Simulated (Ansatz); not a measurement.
FeSi:
```yaml
crystal:
  lattice:
    - [4.40333, 0.00000, 0.00000]
    - [0.00000, 4.40333, 0.00000]
    - [0.00000, 0.00000, 4.40333]
  atoms:
    - { symbol: Fe, position: [0.13688, 0.13688, 0.13688] }
    - { symbol: Fe, position: [0.36312, 0.86312, 0.63688] }
    - { symbol: Fe, position: [0.63688, 0.36312, 0.86312] }
    - { symbol: Fe, position: [0.86312, 0.63688, 0.36312] }
    - { symbol: Si, position: [0.84101, 0.84101, 0.84101] }
    - { symbol: Si, position: [0.65899, 0.15899, 0.34101] }
    - { symbol: Si, position: [0.34101, 0.65899, 0.15899] }
    - { symbol: Si, position: [0.15899, 0.34101, 0.65899] }
```

This is the PBEsol-relaxed structure. Cartesian axes are those of the cell as given.

### Question
All from DFT-PBEsol in the program Ansatz with PAW potentials, unless another level is named. Give the HSE06 gap on the PBEsol cell.

### Answer
1.47 eV.

### Question
Next, the formation energy from the elements (no fitted shifts)?

### Answer
-0.64 eV/atom.

### Question
And the hole effective mass?

### Answer
1.9, 3.1, 6.7 mₑ (principal values).

### Question
Give the conduction-band minimum.

### Answer
off the standard path, at k = (0.000, 0.312, 0.229) in fractions of the reciprocal vectors.

Space group P2_13. The PBEsol relaxation kept the symmetry of its start. The workflow began spin-polarised and lost its moments. The references are the lowest solids computed at this level, not always the standard phases.

Potentials: the later of the program's two PAW sets.
